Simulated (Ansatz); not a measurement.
Relaxed (001) slab cut from Co (space group P6_3/mmc (No. 194)); the slab's formula is Co, its outer planes Co (top) and Co (bottom):

```
CELL_PARAMETERS angstrom
2.45642 0.00000 0.00000
-1.22821 2.12732 0.00000
0.00000 0.00000 22.93894
ATOMIC_POSITIONS crystal
Co 0.66667 0.33333 0.32836
Co 0.33333 0.66667 0.41264
Co 0.66667 0.33333 0.50000
Co 0.33333 0.66667 0.58736
Co 0.66667 0.33333 0.67164
```

Level of theory: DFT PBEsol, scalar-relativistic, plane waves, PAW (Ansatz 0.2.0). Cutoff 420 eV; k points 15×15×1 on the computed 5-atom cell (Γ-centred); Gaussian smearing, width 0.10 eV; collinear spin from starting moments 1.8 1.8 1.8 1.8 1.8 μB. A dipole correction removes the field between periodic images along c.

The potential is the smooth part; its values at the atoms depend on the PAW datasets. The run ends with site moments 1.8 1.7 1.7 1.7 1.8 μB.

Question: How does the plane-averaged electrostatic potential energy of an electron run along c, counted from the Fermi level?

Answer: (z (Å), V (eV)): (2.58, 5.13), (2.87, 5.13), (3.15, 5.13), (3.44, 5.13), (3.73, 5.13), (4.01, 5.12), (4.30, 5.12), (4.59, 5.10), (4.87, 5.07), (5.16, 5.01), (5.45, 4.89), (5.73, 4.62), (6.02, 4.07), (6.31, 2.92), (6.59, 0.41), (6.88, -6.41), (7.17, -15.59), (7.46, -20.88), (7.74, -19.19), (8.03, -11.61), (8.32, -3.52), (8.60, -2.30), (8.89, -9.17), (9.18, -17.66), (9.46, -21.23), (9.75, -17.76), (10.04, -9.23), (10.32, -1.98), (10.61, -1.92), (10.90, -9.08), (11.18, -17.64), (11.47, -21.21), (11.76, -17.64), (12.04, -9.08), (12.33, -1.92), (12.62, -1.98), (12.90, -9.23), (13.19, -17.76), (13.48, -21.23), (13.76, -17.66), (14.05, -9.17), (14.34, -2.30), (14.62, -3.52), (14.91, -11.61), (15.20, -19.19), (15.48, -20.88), (15.77, -15.59), (16.06, -6.41), (16.34, 0.41), (16.63, 2.92), (16.92, 4.07), (17.20, 4.62), (17.49, 4.89), (17.78, 5.01), (18.06, 5.07), (18.35, 5.10), (18.64, 5.12), (18.92, 5.12), (19.21, 5.13), (19.50, 5.13), (19.78, 5.13), (20.07, 5.13), (20.36, 5.13)

The vacuum level lies 5.13 eV above the Fermi level.

Cost: 1 run of about 7.3 core-minutes, on Intel Xeon Processor @ 2.50GHz (Skylake/Cascade Lake) (shared hosts).